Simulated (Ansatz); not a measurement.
CsBrF:
```yaml
crystal:
  lattice:
    - [-2.15154, 2.15154, 9.99989]
    - [2.15154, -2.15154, 9.99989]
    - [2.15154, 2.15154, -9.99989]
  atoms:
    - { symbol: Cs, position: [0.66987, 0.66987, 0.00000] }
    - { symbol: Cs, position: [0.33013, 0.33013, 0.00000] }
    - { symbol: Br, position: [0.05973, 0.05973, 0.00000] }
    - { symbol: Br, position: [0.94027, 0.94027, 0.00000] }
    - { symbol: F, position: [0.81621, 0.81621, 0.00000] }
    - { symbol: F, position: [0.18379, 0.18379, 0.00000] }
```

Relaxed with r²SCAN.

### Question
Give the Bader charges and basin volumes of the independent atoms, the program Ansatz at the r²SCAN level (PAW).

### Answer


| atom | Bader charge (e) | Bader volume (Å³) |
|---|---|---|
| Cs1 | +0.89 | 36.2 |
| Br3 | -0.08 | 35.8 |
| F5 | -0.81 | 17.0 |

Space group I4/mmm. The first step of the workflow began from a Materials Project structure, measured or hypothetical; the Crystallography Open Database copy checked does not list it. Whether it is the stable phase at ambient conditions was not checked. Symmetry was held in the r²SCAN relaxation; whether a distortion lowers the energy is not shown. Scalar-relativistic: spin–orbit coupling is off unless named, which matters more the heavier the elements.

Potentials: the later of the program's two PAW sets.
